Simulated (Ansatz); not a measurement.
AlCo (CsCl type)

```xyz
2
Lattice="2.8239 0.0000 0.0000 0.0000 2.8239 0.0000 0.0000 0.0000 2.8239" Properties=species:S:1:pos:R:3 pbc="T T T"
Al     0.0000     0.0000     0.0000
Co     1.4119     1.4119     1.4119
```

In this cell atom 1 (Al, nearest neighbour Co at 2.446 Å; its periodic images, 2.8 Å or more away, move with it) is moved by s along Cartesian z, unit vector (0.000, 0.000, 1.000); all other atoms and the cell stay fixed.

Level of theory: r2SCAN (plane waves to 500 eV, PAW, scalar-relativistic; Ansatz, a quantum-chemistry and plane-wave program). k mesh 13×13×13 (Γ-centred), Fermi-Dirac smearing 0.05 eV. The energy includes the smearing's −TS. Stress and pressure are positive under compression. With partly filled bands, energies and forces of such displacements shift with the k mesh and the smearing. F∥ is the force on the atom along that direction. AlCo was relaxed with its symmetry unable to fall. Relaxed AlCo ends ferromagnetic. Other magnetic orders were not checked, so this need not be the ground state. ΔE is measured from the undisplaced structure.

| s (Å) | ΔE (eV/cell) | F∥ (eV/Å) | P (GPa) |
|---|---|---|---|
| -0.240 | 0.236 | 1.961 | 4.6 |
| -0.192 | 0.151 | 1.573 | 3.0 |
| -0.144 | 0.085 | 1.182 | 1.7 |
| -0.096 | 0.038 | 0.789 | 0.8 |
| -0.048 | 0.009 | 0.395 | 0.2 |
| 0.000 | 0.000 | 0.000 | 0.0 |
| 0.048 | 0.009 | -0.395 | 0.2 |
| 0.096 | 0.038 | -0.789 | 0.8 |
| 0.144 | 0.085 | -1.182 | 1.7 |
| 0.192 | 0.151 | -1.573 | 3.0 |
| 0.240 | 0.236 | -1.961 | 4.6 |

Derived quantities:

The energy at s = 0.240 Å is 236 meV/cell and the force along the line at s = -0.240 Å is 1.96 eV/Å. The force constant k = d²E/ds² at s = 0 (finite differences) is 8.23 eV/Å² and the zone-centre optical wavenumber from k comes out as 348 cm⁻¹. Symmetry of the curve: even: the same for both signs. Shape of the curve: a single well with its minimum at or next to zero displacement. Harmonic estimate at the end of the scan: ½ks² = 237 meV/cell against the computed 236 meV/cell, so the well is close to harmonic there.

(A displaced cell: forces are minus the slopes of the energy, force constants its curvatures, and phonons follow from these.)
